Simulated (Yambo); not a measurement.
Yambo run on CdF2 (fluorite, space group Fm-3m, No. 225). The wavefunctions are LDA (pw.x of Quantum ESPRESSO, ONCV potentials, no spin-orbit coupling) ones on a 4×4×4 mesh (17 occupied bands); a = b = c = 3.8191 Å, α = β = γ = 60.00°.

Yambo input:

```
rim_cut
gw0
dyson
el_el_corr
HF_and_locXC
ppa
em1d
RandQpts= 1000000
RandGvec= 1 Ry
EXXRLvcs= 102 Ry
VXCRLvcs= 408 Ry
Chimod= "HARTREE"
% BndsRnXp
 5 | 98 |
%
NGsBlkXp= 4 Ry
% LongDrXp
 1.0 | 1.0 | 1.0 |
%
PPAPntXp= 27.2114 eV
% GbndRnge
 1 | 98 |
%
GTermKind= "BG"
DysSolver= "n"
ExtendOut
% QPkrange
 1 | 1 | 17 | 18 |
 8 | 8 | 17 | 17 |
%
```

k points by index: 1 = Γ, 8 = W.

Table of the .qp output:

```
#    K-point    Band    Eo [eV]    E [eV]    E-Eo [eV]    Vxc [eV]    Vnlxc [eV]    Sc|Eo [eV]    Sc|E [eV]    dSc/dw|Eo [eV]    Re(Z)    Im(Z)
#
    1    17    -0.479888    -2.496617    -2.016729    -24.69707    -32.29162    5.119401    5.577821    -6.184955    0.814800    -0.001118
    1    18    2.795027    3.997874    1.202847    -13.13459    -8.218764    -3.532423    -3.712979    -4.084420    0.869489    -0.694392E-3
    8    17    0.000000    -1.819394    -1.819394    -24.02379    -31.50731    5.219780    5.664129    -6.645286    0.803721    -0.001186
```
(The two width columns are left out.) Convergence of these settings isn't established.

Geometry of the Materials Project entry, not relaxed at this level.
